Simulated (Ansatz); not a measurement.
Relaxed AlNi (CsCl type):

```
CELL_PARAMETERS angstrom
      2.89304     0.00000     0.00000
      0.00000     2.89304     0.00000
      0.00000     0.00000     2.89304
ATOMIC_POSITIONS crystal
  Al 0.00000 0.00000 0.00000
  Ni 0.50000 0.50000 0.50000
```

In this cell atom 1 (Al, nearest neighbour Ni at 2.505 Å; its periodic images, 2.9 Å or more away, move with it) is moved by s along Cartesian [111], unit vector (0.577, 0.577, 0.577); all other atoms and the cell stay fixed.

Method: PBE (plane waves to 420 eV, PAW, scalar-relativistic; Ansatz, a quantum-chemistry and plane-wave program). k mesh 13×13×13 (Γ-centred), Fermi-Dirac smearing 0.05 eV. The energy includes the smearing's −TS. Left out: 2 of 11 points, with atoms too close for the PAW data. With partly filled bands, energies and forces of such displacements shift with the k mesh and the smearing. AlNi is run without spin polarisation. AlNi was relaxed with its symmetry unable to fall. ΔE is measured from the undisplaced structure. The last digit holds for this mesh only.

```tsv
s (Å)	ΔE (meV/cell)
-0.600	1506.4
-0.450	718.1
-0.300	282.1
-0.150	65.3
0.000	0.0
0.150	65.3
0.300	282.1
0.450	718.1
0.600	1506.4
```

Question: What force constant k = d²E/ds² at s = 0 does the table give?

Answer: 5.7 eV/Å². It is the second difference of the nearest points, corrected with the next pair.

Question: With k = 5.64 eV/Å² from the forces, is the well harmonic out to s = 0.600 Å?

Answer: ½ks² = 1016 meV/cell against the computed 1506 meV/cell, so the well is stiffer than harmonic there.

(A displaced cell: forces are minus the slopes of the energy, force constants its curvatures, and phonons follow from these.)
